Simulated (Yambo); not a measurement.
**Optical response of Cs2KYCl6**

```
Cs2KYCl6
1.0
    0.00000     5.67746     5.67746
    5.67746     0.00000     5.67746
    5.67746     5.67746     0.00000
Cl K Y Cs
6 1 1 2
Direct
  0.76708   0.23292   0.23292
  0.23292   0.76708   0.76708
  0.23292   0.76708   0.23292
  0.76708   0.23292   0.76708
  0.23292   0.23292   0.76708
  0.76708   0.76708   0.23292
  0.50000   0.50000   0.50000
  0.00000   0.00000   0.00000
  0.75000   0.75000   0.75000
  0.25000   0.25000   0.25000
```

Yambo, RPA with local fields on PBEsol bands shifted by a G0W0 scissor of 2.58 eV; 2×2×2 mesh, 255 bands, 3 Ry local-field block, 0.2 eV broadening; field along x.

```
E (eV)  Im ε  Re ε  Im ε, independent particles
------  ----  ----  ---------------------------
0.0     0.00  2.15                         0.00
0.6     0.00  2.15                         0.00
1.2     0.00  2.16                         0.01
1.9     0.01  2.18                         0.01
2.5     0.01  2.20                         0.01
3.1     0.01  2.23                         0.02
3.8     0.02  2.28                         0.02
4.4     0.02  2.33                         0.03
5.0     0.03  2.41                         0.04
5.6     0.04  2.51                         0.06
6.2     0.06  2.66                         0.09
6.9     0.11  2.90                         0.17
7.5     0.35  3.40                         0.55
8.1     1.32  3.45                         2.87
8.8     1.22  3.17                         1.66
9.4     2.22  2.46                         2.57
10.0    2.31  2.79                         3.08
10.6    1.91  1.96                         2.54
11.2    2.27  1.34                         2.88
11.9    1.51  1.18                         1.81
12.5    1.46  1.09                         1.82
13.1    1.23  0.87                         1.54
13.8    1.28  1.45                         2.17
14.4    1.47  1.14                         1.96
15.0    1.37  0.96                         2.26
15.6    0.89  0.90                         1.99
16.2    1.26  1.06                         2.87
16.9    1.06  0.84                         2.82
17.5    1.15  0.95                         1.78
18.1    1.09  0.91                         1.51
18.8    1.01  0.74                         1.35
19.4    0.91  0.64                         1.11
20.0    0.74  1.03                         1.38
```

Peak heights and small wiggles depend on the k mesh. Convergence of the RPA response with its 2×2×2 mesh was not tested. The scissor comes from a G0W0 run whose convergence isn't established. No excitonic effects at this level.

Geometry of the Materials Project entry, not relaxed at this level.

The structure is a Materials Project entry; no match was found in the copy of COD used, and its stability was not checked.
